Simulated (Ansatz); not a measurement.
Cu3S2: a fit and a missing row

Cu3S2, P-4m2, a = 3.459 Å, c = 5.961 Å. The structure is a Materials Project entry; whether it is the stable form wasn't checked. Ansatz: r2SCAN, PAW, 500 eV, Γ-centred 10×10×6 mesh on 5 atoms, Gaussian smearing 0.10 eV; no spin polarisation. Shape and atoms are relaxed at each volume; pressure is positive in compression.

```
V (Å³/atom) P (GPa)
     13.407     8.01
     13.835     3.66
     14.263    -0.01
     14.691        ?
     15.119    -5.67
```

Take V0 = 14.263 Å³/atom, count pressures from its P0 = -0.01 GPa, fit the third-order Birch–Murnaghan form to the other rows, and predict the missing pressure.

With the Eulerian strain f = ½[(V0/V)^(2/3) − 1] and y = (P − P0)/[3f(1 + 2f)^(5/2)], the form is the line y = B0 + 1.5 B0 (B0′ − 4) f. Rows (f, y): 0.02106, 114.5; 0.01026, 113.3; -0.01906, 109.1. Means f = 0.004087, y = 112.30; Σ(Δf)² = 0.0008620, ΣΔfΔy = 0.1176; the slope is their ratio. y = 111.7 + 136.4 f GPa, so B0 = 111.7 GPa and B0′ = 4 + 2 × (136.4)/(3 × 111.7) = 4.81. At V = 14.691, f = -0.00976, y = 110.37 and P = -3.09 GPa. The run gave -3.09 GPa, the same to the digits shown.

Spin polarisation was left out, and a magnetic state may lie lower.